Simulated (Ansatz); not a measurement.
Input:

Starting cell, MoS₂ (2H-MoS2 type, space group P6_3/mmc):

```xyz
6
Lattice="3.1089 0.0000 0.0000 -1.5545 2.6924 0.0000 0.0000 0.0000 11.7079" Properties=species:S:1:pos:R:3 pbc="T T T"
Mo     0.0000     1.7949     2.9270
Mo     1.5545     0.8975     8.7809
S      0.0000     1.7949     7.2177
S      1.5545     0.8975     1.3637
S      1.5545     0.8975     4.4903
S      0.0000     1.7949    10.3442
```

In each cell atom 3 (S, nearest neighbour Mo at 2.380 Å; its periodic images, 3.1 Å or more away, move with it) moves by s·(-0.653, -0.377, 0.657) (towards the nearest neighbour), the rest being held.

Level of theory: PBEsol-D3(BJ) (plane waves to 420 eV, PAW, scalar-relativistic; Ansatz, an electronic-structure program). k mesh 10×10×3 (Γ-centred), Fermi-Dirac smearing 0.05 eV. Energies are smeared free energies. MoS2 is run without spin polarisation. MoS2 was relaxed with its symmetry unable to fall. ΔE is measured from the undisplaced structure.

The scan covers s from -0.240 to 0.240 Å in 11 points.

Problem. Is the energy the same for displacements of ±0.240 Å, and if not, which side lies higher?

Solution. Not even: the positive side lies higher at ±0.240 Å. With its periodic images moving along, the atom's site symmetry in this cell is 3m..

Problem. What is the energy change at s = 0.240 Å?

Solution. 524 meV/cell.

Problem. What force acts on the atom along the line at s = -0.240 Å?

Solution. 2.28 eV/Å.

Problem. What is the force constant k = d²E/ds² of this move at s = 0?

Solution. 13.8 eV/Å².

(A displaced cell: forces are minus the slopes of the energy, force constants its curvatures, and phonons follow from these.)
